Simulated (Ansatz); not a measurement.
# Cl: do energies and stresses tell the same story?

All numbers below come from DFT r2SCAN, scalar-relativistic, plane waves, PAW in Ansatz 0.2.0.

Plane waves to 500 eV, a k mesh through Γ of 6×6×4 on the computed 4-atom cell and Gaussian smearing (0.02 eV); no spin polarisation.

Relaxed cell: Cmce, a = 6.528 Å, b = 4.141 Å, c = 8.263 Å, α = 90.00°, β = 90.00°, γ = 90.00°, 4 atoms in the primitive cell.

Energies at zero smearing and pressures from the stress tensor, at volumes with shape and atoms relaxed:
```json
{"V (Å³/atom)": "26.250", "E − E(first) (meV/atom)": "0.00", "P (GPa)": "0.554"}
{"V (Å³/atom)": "27.088", "E − E(first) (meV/atom)": "-2.04", "P (GPa)": "0.246"}
{"V (Å³/atom)": "27.925", "E − E(first) (meV/atom)": "-2.65", "P (GPa)": "0.005"}
{"V (Å³/atom)": "28.763", "E − E(first) (meV/atom)": "-2.18", "P (GPa)": "-0.174"}
{"V (Å³/atom)": "29.601", "E − E(first) (meV/atom)": "-0.88", "P (GPa)": "-0.312"}
```

Check P = −dE/dV between neighbouring volumes, and get the bulk modulus from the pressures alone.

With 1 eV/Å³ = 160.2 GPa:
```csv
middle V (Å³/atom),−ΔE/ΔV (GPa),mean P (GPa)
26.669,0.390,0.400
27.506,0.118,0.125
28.344,-0.091,-0.085
29.182,-0.249,-0.243
```

The two differ by 0.010 GPa at most. The mean of two end pressures misses the average over a step by about ΔV² P″/12, up to 0.006 GPa here; with that taken off 0.005 GPa remains. Around V = 27.925 Å³/atom, the two neighbours give B = −V ΔP/ΔV = 27.925 × 0.420 / 1.676 = 7.0 GPa, against B0 = 6.9 GPa from the Birch–Murnaghan fit of the energies.

The cell holds molecules, and r2SCAN describes their binding at middle range but leaves out its long-range dispersion part.

Cost: 6 runs of about 6.8 core-minutes in all, on Arm Neoverse V1 (shared hosts).